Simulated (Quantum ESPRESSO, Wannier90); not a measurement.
CaS (rock salt), plane waves to Wannier functions

```xyz
2
Lattice="0.0000 2.8524 2.8524 2.8524 0.0000 2.8524 2.8524 2.8524 0.0000" Properties=species:S:1:pos:R:3 pbc="T T T"
Ca     0.0000     0.0000     0.0000
S      2.8524     2.8524     2.8524
```

Cell from Materials Project (mp-1672), symmetrised, no further relaxation. COD (Crystallography Open Database) has an entry of this formula and space group (matched by these alone). Method: PBEsol plane waves in Quantum ESPRESSO 7.5 (PseudoDojo norm-conserving files, 55 Ry, no spin polarisation, no spin-orbit coupling), Bloch states on a 10×10×10 mesh through Γ, Wannier90 4.0.1. Density: 10×10×10 mesh, cold smearing 0.01 Ry.

A tight-binding model is made by disentanglement and projection with no localisation steps (num_iter = 0), so the 10 orbitals stay atom-like: hydrogen-like Ca: s;d; S: s;p, axes along x, y, z; frozen window up to 3.76 eV relative to the valence-band maximum. It follows pw.x to 2.2 meV rms for states up to 3.3 eV relative to the valence-band maximum. Matrix elements depend on this choice of orbitals and windows.

Q: What are the on-site energies relative to the valence-band maximum, and how fast do the hoppings decay?

A: 
| atom | orbitals | energy (eV) |
|---|---|---|
| Ca1 | s | 6.45 |
| Ca1 | dz2 dx2-y2 | 6.18 |
| Ca1 | dxz dyz dxy | 5.25 |
| S2 | s | -10.02 |
| S2 | pz px py | -0.23 |

```
distance of the centres (Å)  largest modulus (eV)
---------------------------  --------------------
2–3                                           1.4
4–5                                          0.47
5–6                                          0.31
6–7                                         0.044
8–9                                         0.087
9–10                                        0.014
10–11                                      0.0066
11–12                                       0.017
12–13                                      0.0044
```
